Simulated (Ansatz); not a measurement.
# Does relaxation matter for the field gradients of LiCl with Te replacing Cl?

Start: a supercell of LiCl (rock salt type, Fm-3m) built from a computed structure from the Materials Project (it need not be an observed phase), with all atoms left at the host's positions.

```cif
data_Li27TeCl26
_symmetry_space_group_name_H-M 'Fm-3m'
_symmetry_Int_Tables_number 225
_cell_length_a 15.2527
_cell_length_b 15.2527
_cell_length_c 15.2527
_cell_angle_alpha 90.000
_cell_angle_beta 90.000
_cell_angle_gamma 90.000
loop_
_atom_site_label
_atom_site_type_symbol
_atom_site_symmetry_multiplicity
_atom_site_Wyckoff_symbol
_atom_site_fract_x
_atom_site_fract_y
_atom_site_fract_z
Li1 Li 32 f 0.3333 0.8333 0.8333
Li2 Li 24 e 0.5000 0.0000 0.8333
Li6 Li 48 h 0.8333 0.1667 0.0000
Li27 Li 4 a 0.0000 0.5000 0.5000
Te Te 4 b 0.5000 0.0000 0.0000
Cl29 Cl 48 i 0.6667 0.1667 0.0000
Cl32 Cl 32 f 0.8333 0.1667 0.1667
Cl42 Cl 24 e 0.0000 0.5000 0.3333
```

One atom of each set is listed; the run and its k-mesh use a cell of 54 atoms with edges of 10.79, 10.79, 10.79 Å.

The numbers come from a DFT calculation in Ansatz (PBE, plane waves and PAW, scalar-relativistic, 420 eV cutoff, Γ-centred 2×2×2 k-points, Fermi–Dirac smearing 0.01 eV, cell charge -1).

The largest force at the start is 0.50 eV/Å. Relaxing the ions at fixed cell moves them by 0.086 Å at most (atom 30, Cl) and 0.051 Å rms.

| site | moved (Å) | first shell before | first shell after | V_zz before (10²¹ V/m²) | η before |
| --- | --- | --- | --- | --- | --- |
| Li2 | 0.060 | 1 Te at 2.54 Å; also 5 Cl at 2.54 Å | 5 Cl at 2.50–2.60 Å, 1 Te at 2.60 Å | -0.14 | 0.00 |
| Te | 0.000 | 6 Li at 2.54 Å | 6 Li at 2.60 Å | 0.00 | – |
| Cl29 | 0.086 | 6 Li at 2.54 Å | 6 Li at 2.46–2.60 Å | -1.81 | 0.01 |
| Cl32 | 0.007 | 6 Li at 2.54 Å | 6 Li at 2.54–2.58 Å | 0.42 | 0.00 |
| Cl42 | 0.015 | 6 Li at 2.54 Å | 6 Li at 2.50–2.56 Å | -0.27 | 0.00 |

Problem. What are V_zz and η after the relaxation?

Solution. 

```csv
site,V_zz after,η after,change of V_zz
Li2,-0.16,0.00,-0.02
Te,0.00,–,0.00
Cl29,-2.22,0.01,-0.41
Cl32,0.15,0.00,-0.27
Cl42,0.22,0.00,+0.49
```

The largest change of V_zz along a kept axis is on Cl42, from -0.27 to 0.22. In per cent, |V_zz| changes by +23 on Cl (all sites that start above 0.5). V_zz changes sign on Cl42 (same axis). Other sites with |V_zz| of 0.02 or less aren't listed.

The defect repeats with the cell of 54 atoms, so it feels its images: sites between two images don't show the values beside a lone defect, and zeros or small values of η there can come from the images' arrangement. A uniform background compensates the cell's charge. Without spin–orbit coupling the gradients at and beside Te can be off by some per cent, at some sites by more. With these PAW files V_zz is typically within 2 to 3 % of all-electron values, but misses above 10 % occur on Li.
Before: The neighbours have not yet relaxed around the defect (largest force 0.50 eV/Å), so a real crystal will differ.
After: The relaxation keeps the site symmetry m-3m of the start, so the impurity can't leave its site; a start off the site could end lower.
